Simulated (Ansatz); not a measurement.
This is a one-shot G0W0 calculation with the PAW code Ansatz on a 2-atom cell of ZnSe (F-43m) from a materials database; the level of theory is G0W0@HSE06 with 336 empty bands, a screening cutoff of 220 eV and a 6×6×6 mesh. The geometry is the r2SCAN minimum.

Input (YAML):
```yaml
crystal:
  lattice:
    - [0.0, 2.8324253885, 2.8324253885]
    - [2.8324253885, 0.0, 2.8324253885]
    - [2.8324253885, 2.8324253885, 0.0]
  atoms:
    - { symbol: Zn, position: [0.0, 0.0, 0.0] }
    - { symbol: Se, position: [0.75, 0.75, 0.75] }
kpoints:
  mp_grid: { grid: [6, 6, 6] }
hamiltonian:
  xc: hse06
scf:
  occupations: { method: fixed }
gw:
  n_empty_bands: 336
  ecut_chi: 220
  qp_bands: [v2, c2]
  qp_kpoints: band_edges
  screening: { model: contour_deformation }
```

Question: What wall time did it need on 1 × NVIDIA H100 80GB HBM3 with 4 threads of AMD EPYC 7R13 Processor (Zen 3), with other jobs on the host, load about 3.2 per core, and what peak of host memory did it reach?

Answer: About 93 s, with a peak of 2.1 GiB.

Abridged output:
```
Pseudopotential: Zn, paw, valence charge 12, recommended cutoff 420 eV (normal)
Pseudopotential: Se, paw, valence charge 16, recommended cutoff 420 eV (normal)
Functional definition: HSE06
Crystal: 2 atoms, lattice volume = 45.447 Å³
Basis set: ecut = 420 eV, 893 PW (Γ)
Bands: 18, of which v1, the nominal top of the filled ones, is band 14 counted from 1 (13 counted from 0)
Symmetry: 24 space group operations
Space group: F-43m (ITA 216)
k-points: 16 of 216 (time reversal used)
Exchange kernel: α = 0.2500, screened, ω = 0.2079 Å⁻¹, Wigner–Seitz truncation, v(0) = 1046.6400 eV·Å³, q-mesh 6×6×6
hybrid outer 1: dexx = +1.222e-2 eV, tail = 7.57e-5 eV
hybrid outer 2: dexx = +9.532e-7 eV, tail = 5.02e-8 eV, Δε = 3.73e-3 eV
hybrid SCF converged: 2 outer / 10 inner (+3 warm-up)
Free energy (F): -8791.175411 eV
Fermi energy:    6.154840 eV
--- G₀W₀: contour deformation, 7 samples at zero and on the imaginary axis and 3 off it, 216 q-points, 336 empty bands' worth ---
    ik  band        ε_KS         Σx   Σc(E_QP)       V_xc       Z   E_QP_lin       E_QP  E_QP is
     0    13      6.1548   -20.8411     1.5993   -18.6843  0.7995     5.5943     5.5974  root
     0    14      6.1548   -20.8411     1.5993   -18.6843  0.7995     5.5943     5.5974  root
     0    15      8.5769    -9.1770    -3.8722   -12.9992  0.8248     8.5268     8.5268  root
     0    16     13.1044    -6.7494    -4.2440   -10.9959  0.8099    13.1070    13.1070  root
     1    13      5.8905   -20.4396     1.6332   -18.2422  0.7982     5.3228     5.3262  root
     1    14      5.8905   -20.4396     1.6332   -18.2422  0.7982     5.3228     5.3262  root
     1    15      9.8188    -9.2772    -3.9408   -13.1866  0.8188     9.7875     9.7875  root
     1    16     13.1578    -7.3585    -4.2696   -11.5838  0.8062    13.1135    13.1134  root
     2    13      5.4382   -19.8345     1.7062   -17.5534  0.7957     4.8596     4.8633  root
     2    14      5.4382   -19.8345     1.7062   -17.5534  0.7957     4.8596     4.8633  root
     2    15      9.9618    -8.3874    -3.9849   -12.3647  0.8209     9.9542     9.9542  root
     2    16     13.7807    -6.8516    -4.2987   -11.1377  0.8045    13.7682    13.7682  root
     3    13      5.2389   -19.5737     1.7374   -17.2577  0.7945     4.6565     4.6604  root
     3    14      5.2389   -19.5737     1.7374   -17.2577  0.7945     4.6565     4.6604  root
     3    15      9.8083    -8.4315    -3.9336   -12.3627  0.8219     9.8059     9.8059  root
     3    16     13.6508    -6.8009    -4.2095   -10.9979  0.8070    13.6384    13.6384  root
     4    13      5.4294   -19.8354     1.7090   -17.5546  0.7958     4.8540     4.8577  root
     4    14      5.4294   -19.8354     1.7090   -17.5546  0.7958     4.8540     4.8577  root
     4    15     10.5549    -9.9271    -4.0044   -13.9010  0.8131    10.5244    10.5244  root
     4    16     11.8995    -6.5398    -4.0535   -10.5625  0.8178    11.8687    11.8687  root
     6    13      4.1666   -18.8118     1.9295   -16.3077  0.7872     3.5876     3.5920  root
     6    14      4.8315   -19.0814     1.8094   -16.6893  0.7919     4.2447     4.2488  root
     6    15     10.9160    -8.5574    -4.0283   -12.5826  0.8161    10.9129    10.9129  root
     6    16     12.9973    -6.8772    -4.1666   -10.9832  0.8085    12.9367    12.9367  root
     8    13      4.6349   -18.9206     1.8342   -16.5091  0.7909     4.0535     4.0577  root
     8    14      5.7537   -20.2372     1.6489   -18.0194  0.7975     5.1812     5.1847  root
     8    15     10.9388    -9.2010    -4.2237   -13.4264  0.8117    10.9405    10.9405  root
     8    16     13.0100    -7.4800    -4.1533   -11.5729  0.8088    12.9496    12.9495  root
     9    13      4.3105   -18.5053     1.9143   -16.0060  0.7877     3.7210     3.7255  root
     9    14      4.3105   -18.5053     1.9143   -16.0060  0.7877     3.7210     3.7255  root
     9    15     10.5220    -6.4527    -3.7154   -10.0950  0.8255    10.4488    10.4488  root
     9    16     11.1471    -8.3448    -3.9823   -12.3180  0.8153    11.1380    11.1380  root
    12    13      3.8392   -17.8513     1.9824   -15.2830  0.7838     3.2484     3.2532  root
    12    14      3.8392   -17.8513     1.9824   -15.2830  0.7838     3.2484     3.2532  root
    12    15      9.9980    -6.5284    -3.5340    -9.9643  0.8281     9.9000     9.8999  root
    12    16     10.6494    -8.2445    -3.8158   -12.0683  0.8199    10.6574    10.6574  root
```

The points are ik 0 = (0, 0, 0) (Γ), ik 1 = (0, 0, 1/6), ik 2 = (0, 0, 1/3), ik 3 = (0, 0, -1/2), ik 4 = (0, 1/6, 1/6), ik 6 = (0, 1/6, -1/2), ik 8 = (0, 1/6, -1/6), ik 9 = (0, 1/3, 1/3), ik 12 = (0, -1/2, -1/2); band 14 is the last filled one.

G0W0 moves the gap on the mesh from 2.42 eV (HSE06) to 2.93 eV (direct at Γ). Renormalisation factors Z lie between 0.78 and 0.83. No extrapolation in bands, cutoff or mesh was made for G0W0.

The values are computed, spin-unpolarised, and not measurements.

Spin-orbit coupling is left out.

With a shallow d shell on the cation, G0W0 converges slowly in bands and cutoff, so these values are in doubt.
